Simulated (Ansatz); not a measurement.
TaN (rock salt), relaxed with r²SCAN (Ansatz, a first-principles code, plane waves, PAW): a = 4.396 Å, b = 4.396 Å, c = 4.396 Å, α = 90.00°, β = 90.00°, γ = 90.00°.

| Property | Result |
|---|---|
| ΔH_f (eV/atom) | -0.95 |
| B₀ by P(V) fit (GPa) | 351 |
| K_Hill (GPa) | 351 |
| G_Hill (GPa) | 121 |
| highest Γ mode, no LO–TO term (cm⁻¹) | 393 |
| Θ_D (K) | 428 |

Question: The same phase is relaxed and computed with LDA in the same code. What are the cell and these values now?

Answer: a = 4.3484 Å, b = 4.3484 Å, c = 4.3484 Å, α = 90.00°, β = 90.00°, γ = 90.00°.

* **ΔH_f (eV/atom)**: -1.22
* **B₀ by P(V) fit (GPa)**: 375
* **K_Hill (GPa)**: 376
* **G_Hill (GPa)**: 144
* **highest Γ mode, no LO–TO term (cm⁻¹)**: 423
* **Θ_D (K)**: 464

All cells were relaxed under the symmetry of their starts (and spin orders); stability against distortions was not tested throughout. Rows with no word on spin ran without spin polarisation. Scalar-relativistic: spin–orbit coupling is off unless named, which matters more the heavier the elements.

Potentials: the later of the program's two PAW sets.

Ansatz is a plane-wave DFT program.

Formation energies count from the lowest solids of the elements computed at the same level, not from gases.
